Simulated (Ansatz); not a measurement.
Problem. MgB2 in space group P6/mmm (No. 191; Mg on 1a, B on 2d) is relaxed with plane-wave PAW LDA (Ansatz code). What lattice parameters of the conventional cell result?

Solution. a = 3.033 Å, c = 3.465 Å.

Problem. Is it a metal or does it have a gap at this level?

Solution. No gap at this level.

Symmetry was held in the LDA relaxation; phonons on a q-mesh show no instability.

Potentials: the later of the program's two PAW sets.
